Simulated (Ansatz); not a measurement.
## Bands of Fe

```yaml
crystal:
  lattice:
    - [2.43416, 0.00000, 0.00000]
    - [-1.21708, 2.10804, 0.00000]
    - [0.00000, 0.00000, 3.84193]
  atoms:
    - { symbol: Fe, position: [0.33333, 0.66667, 0.25000] }
    - { symbol: Fe, position: [0.66667, 0.33333, 0.75000] }
```

Atom numbers follow the list: Fe1, Fe2.

Structure from Materials Project entry mp-136 (possibly hypothetical), not relaxed further.

Spin polarisation is left out, and whether a magnetic state lies lower isn't shown here.

All numbers below come from DFT, PBEsol, all-electron LAPW, scalar-relativistic in Ansatz 0.2.0.

The runs use a Γ-centred 17×17×10 k mesh, Fermi–Dirac smearing of 0.08 eV, basis error target 0.25 meV/atom, no spin polarisation.

Points in fractions of the reciprocal vectors of this cell: Γ (0, 0, 0), M (0.5, 0, 0), K (0.333, 0.333, 0), A (0, 0, 0.5), L (0.5, 0, 0.5), H (0.333, 0.333, 0.5). The path joins them by straight lines in the order Γ–M–K–Γ–A–L–H–A–L; legs that retrace an earlier one aren't tabulated. Energies are in eV from the Fermi level.

List the levels at K between -14 and 8 eV.

-4.28, -3.74 (×2), -3.47, -2.14 (×2), -0.78, 0.65 (×2), 0.91, 5.76, 6.86 (×2).

List the levels at Γ between -14 and 8 eV.

-9.25, -5.22, -1.76 (×2), -1.61, -1.26 (×2), -0.90 (×2), 0.45, 0.77 (×2).

List the levels at H between -14 and 8 eV.

-3.54 (×2), -3.51 (×2), -2.37 (×2), -0.75 (×2), 0.79 (×2), 7.14 (×2).

What is the band gap?

none: bands cross the Fermi level, a metal.
